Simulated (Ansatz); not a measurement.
**Sensitivity of the gradients in BaTiO3 with vanadium replacing Ba to the input**

Cell: a supercell of BaTiO3 (cubic perovskite type, Pm-3m) built from a measured structure from the Crystallography Open Database (COD), with the ions relaxed around the defect (PBE).

Space group Fmm2 (No. 42); a = 8.0120, b = 11.3307, c = 11.3307 Å.

```csv
site,Wyckoff,site symmetry,x,y,z
V,4a,mm2,0.5000,0.0000,0.9093
Ba2,4a,mm2,0.0000,0.0000,0.0010
Ba3,8c,m..,0.5000,0.7513,0.2457
Ti5,8d,.m.,0.2645,0.0000,0.2348
Ti7,8b,..2,0.2500,0.2500,0.9955
O9,16e,1,0.2527,0.8744,0.1357
O11,16e,1,0.2909,0.1184,0.8907
O17,4a,mm2,0.5000,0.0000,0.2670
O18,4a,mm2,0.0000,0.0000,0.2497
O19,8c,m..,0.5000,0.2673,0.0024
```

One atom of each set is listed; the run and its k-mesh use a cell of 20 atoms with edges of 6.94, 6.94, 6.94 Å.

Reference run. The numbers come from a DFT calculation in Ansatz (PBE, plane waves and PAW, scalar-relativistic, collinear spin, 420 eV cutoff, Γ-centred 3×3×3 k-points, Fermi–Dirac smearing 0.01 eV, cell charge +1). Start moments as typed (μB): 2 on each V, none on the rest.

(1) The input is changed as follows: `hamiltonian.xc`: pbe → pbesol; `kpoints.mp_grid.grid`: [3, 3, 3] → [4, 4, 4]; `total_charge`: 1 → 0. What happens to V_zz (10²¹ V/m²) and η?

Answers

(1) 

```json
{"site": "V", "V_zz reference": "-10.14", "η reference": "0.21", "V_zz changed": "-2.31", "η changed": "0.69"}
{"site": "Ba2", "V_zz reference": "-9.06", "η reference": "0.25", "V_zz changed": "-9.24", "η changed": "0.37"}
{"site": "Ba3", "V_zz reference": "-6.60", "η reference": "0.50", "V_zz changed": "-7.03", "η changed": "0.40"}
{"site": "Ti5", "V_zz reference": "2.79", "η reference": "0.86", "V_zz changed": "2.61", "η changed": "0.79"}
{"site": "Ti7", "V_zz reference": "2.73", "η reference": "0.76", "V_zz changed": "2.31", "η changed": "0.66"}
{"site": "O9", "V_zz reference": "1.93", "η reference": "0.67", "V_zz changed": "1.54", "η changed": "0.64"}
{"site": "O11", "V_zz reference": "-3.08", "η reference": "0.85", "V_zz changed": "-2.43", "η changed": "0.70"}
{"site": "O17", "V_zz reference": "2.20", "η reference": "0.53", "V_zz changed": "1.62", "η changed": "0.88"}
{"site": "O18", "V_zz reference": "1.36", "η reference": "0.86", "V_zz changed": "-3.13", "η changed": "0.33"}
{"site": "O19", "V_zz reference": "-3.28", "η reference": "0.69", "V_zz changed": "-3.27", "η changed": "0.50"}
```

The largest change of V_zz along a kept axis is on V, from -10.14 to -2.31. In per cent, |V_zz| changes by -77 on V, +2 to +7 on Ba, -15 to -6 on Ti, -26 to 0 on O (all sites that start above 2). Where |V_zz| stays above 0.1 and the axes keep their order, η moves most on V, from 0.21 to 0.69. On O18 the largest principal value lies along another axis in the second run, so the two V_zz can't be compared directly. The changed cell is neutral, so it isn't the same charge state. At these positions, which the reference run relaxed to, the changed run has forces up to 1.6 eV/Å, so its atoms aren't at their own equilibrium. The gap no longer holds the Fermi energy in the changed run, so its gradients also hang on the k-mesh and the smearing. The absolute magnetisation of the cell goes from 2.2 to 3.2 μB.

On the reference run: The defect repeats with the cell of 20 atoms, so it feels its images: sites between two images don't show the values beside a lone defect, and zeros or small values of η there can come from the images' arrangement. O carries a gradient in the pure host already, so the values there aren't the defect's effect alone. The centre was started off its lattice site, so that it could distort. This high-symmetry form of BaTiO3 is unstable when cold, to polar off-centring of Ti. The symmetry of the cell holds that distortion back, wholly or in part, and it would change the field gradients, the more the larger the distortion. A uniform background compensates the cell's charge. Without spin–orbit coupling (the program notes it for Ba) the gradients can shift somewhat, as the gap is small.
